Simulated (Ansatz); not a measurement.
Trial structures of BiSb4O: starts and ends

Level of theory: DFT PBE, scalar-relativistic, plane waves, PAW in Ansatz 0.2.0. All cells share a 420 eV cutoff and Γ-centred k meshes spaced at most about 0.3 Å⁻¹ (about 0.25 or finer for metals, 2π included). No spin polarisation in the final relaxations.

Each guess was relaxed in cell and atoms at zero pressure, within the symmetry of its start. These are static total energies at zero pressure. Coordination counts Bi or Sb atoms around O (for each partner element, those within 1.25 times its shortest distance or 1.15 times the sum of covalent radii, where it is the nearest in units of that sum or under 1.3; a plus sign parts groups by distance over the sum of covalent radii; the shortest distance is added where it exceeds 1.18 times the sum of covalent radii).

```csv
guess,made from,start group,V start (Å³/atom),end group,V end (Å³/atom),coordination at the end,gap on mesh (eV),E over the lowest end (meV/atom)
1,RbAlF4 type,P4/mmm,21.7,P4/mmm,50.5,O 8+8 from 4.3 Å,0,1224
2,TlBiF4 type,P4/mmm,25.5,P4/mmm,27.5,O 8 from 2.7 Å,0,0
3,TaCrB4 type,P6/mmm,22.8,P6/mmm,24.7,O 2 from 3.0 Å,0,10
4,CeInPt4 type,F-43m,24.6,?,?,?,?,?
```

Guess 4 as it starts:

```cif
data_structure
_symmetry_space_group_name_H-M 'F-43m'
_symmetry_Int_Tables_number 216
_cell_length_a 8.3904
_cell_length_b 8.3904
_cell_length_c 8.3904
_cell_angle_alpha 90.000
_cell_angle_beta 90.000
_cell_angle_gamma 90.000
_cell_volume 590.68
loop_
_atom_site_label
_atom_site_type_symbol
_atom_site_symmetry_multiplicity
_atom_site_Wyckoff_symbol
_atom_site_fract_x
_atom_site_fract_y
_atom_site_fract_z
_atom_site_occupancy
Sb1 Sb 16 e 0.37556 0.12444 0.12444 1
Bi1 Bi 4 d 0.25000 0.25000 0.75000 1
O1 O 4 a 0.00000 0.00000 0.00000 1
```

Question: Fill in the missing row: what does this guess relax into, and where does it rank?

Answer: It ends in space group F-43m (No. 216), with a = 8.678 Å, 27.2 Å³/atom and no gap. It lies 0.35 eV/atom over the lowest end, above guess 3 and below guess 1. Counting Bi or Sb atoms around O, this end has O 12 from 3.6 Å and the lowest (guess 2) has O 8 from 2.7 Å. This end holds Sb–Sb bonds in all directions (shortest 3.01 Å); the lowest (guess 2) holds Sb–Sb pairs (shortest 2.93 Å).

```yaml
crystal:
  lattice:
    - [0.00000, 4.33875, 4.33875]
    - [4.33875, 0.00000, 4.33875]
    - [4.33875, 4.33875, 0.00000]
  atoms:
    - { symbol: Sb, position: [0.62727, 0.62727, 0.11818] }
    - { symbol: Sb, position: [0.62727, 0.11818, 0.62727] }
    - { symbol: Sb, position: [0.11818, 0.62727, 0.62727] }
    - { symbol: Sb, position: [0.62727, 0.62727, 0.62727] }
    - { symbol: Bi, position: [0.25000, 0.25000, 0.25000] }
    - { symbol: O, position: [0.00000, 0.00000, 0.00000] }
```

Formation energies are uncorrected and refer to the elements' standard structures at the same level (O₂ as a molecule).

Question: Is the lowest end bound against the elements?

Answer: No: its formation energy is +0.25 eV/atom. It can't be a ground state, since the elements alone are lower.

The k mesh leaves some 4 meV/atom of noise in the energy of each metallic cell. Spin–orbit coupling, which can matter for Bi and Sb, is left out. A magnetic state wasn't ruled out in cells without spin, among them P4/mmm at 27.5 Å³/atom, P6/mmm, F-43m, P4/mmm at 50.5 Å³/atom. Cells relaxed within their symmetry can be saddle points. A lower structure may well exist outside this small set. Some structure types and database cells were kept out of the candidates from the start, so a known form may be missing.
